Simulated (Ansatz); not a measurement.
Data:

ScCu:
```yaml
crystal:
  lattice:
    - [3.23736, 0.00000, 0.00000]
    - [0.00000, 3.23736, 0.00000]
    - [0.00000, 0.00000, 3.23736]
  atoms:
    - { symbol: Sc, position: [0.50000, 0.50000, 0.50000] }
    - { symbol: Cu, position: [0.00000, 0.00000, 0.00000] }
```

This is the r²SCAN-relaxed structure.

Question: All from the program Ansatz at the r²SCAN level (PAW), unless another level is named. Predict the formation energy from the elements (no fitted shifts).

Answer: -0.29 eV/atom.

Question: Give the density of states at the Fermi level.

Answer: 0.62 states/eV per atom (mean over ±0.08 eV).

Space group Pm-3m (CsCl type). The workflow started from an entry of the Crystallography Open Database (COD). Whether it is the stable phase at ambient conditions was not checked. Symmetry was held in the r²SCAN relaxation; its stability against distortions is not shown here. The run is not spin-polarised. The references are the lowest solids computed at this level, not always the standard phases.

Potentials: the later of the program's two PAW sets.
